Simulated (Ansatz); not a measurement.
# Is this Ga₄AsP₃ structure stable?

It was reached by relaxing an invented guess, and it needn't be the stable form of this composition.

Level of theory: Ansatz, DFT PBE, scalar-relativistic, plane waves, PAW. Cutoff 420 eV, Γ-centred 8×4×4 mesh (8-atom cell), Gaussian smearing of 0.02 eV, no spin polarisation.

Space group Amm2 (No. 38). a = 3.934 Å, b = 7.870 Å, c = 11.128 Å, α = 90.00°, β = 90.00°, γ = 90.00°
```json
{"atom": "Ga", "site": "2a", "symmetry": "mm2", "x": "0.0000", "y": "0.5000", "z": "0.4951"}
{"atom": "Ga", "site": "4e", "symmetry": "m..", "x": "0.5000", "y": "0.2551", "z": "0.2522"}
{"atom": "Ga", "site": "2a", "symmetry": "mm2", "x": "0.0000", "y": "0.5000", "z": "0.0003"}
{"atom": "P", "site": "4d", "symmetry": "m..", "x": "0.0000", "y": "0.7499", "z": "0.8750"}
{"atom": "P", "site": "2b", "symmetry": "mm2", "x": "0.5000", "y": "0.5000", "z": "0.1250"}
{"atom": "As", "site": "2b", "symmetry": "mm2", "x": "0.5000", "y": "0.5000", "z": "0.6252"}
```

Formation energies are uncorrected and refer to the elements' standard structures at the same level. The references include black phosphorus.

**Question.** These tests were run: energy against the elements; random kick, then relaxation without symmetry; phonons on a 2×1×1 q mesh; elastic tensor. What do they show?

**Answer.**

```
                                         test                                                                                   result
                  energy against the elements                                                                           −0.404 eV/atom
random kick, then relaxation without symmetry                                                                                  returns
                    phonons on a 2×1×1 q mesh  no imaginary mode on the mesh, but the interpolation dips to 9i cm⁻¹ between its points
                               elastic tensor                                                                  least eigenvalue 34 GPa
```

It fails none of these tests. Whether a mixture of other phases lies lower isn't tested here.

The reference forms of As and P are held partly by dispersion forces, which this level lacks. The kick test ran on a coarse mesh. The run for the phonons used an 8×4×4 k mesh. The run for the elastic tensor used an 8×4×4 k mesh.
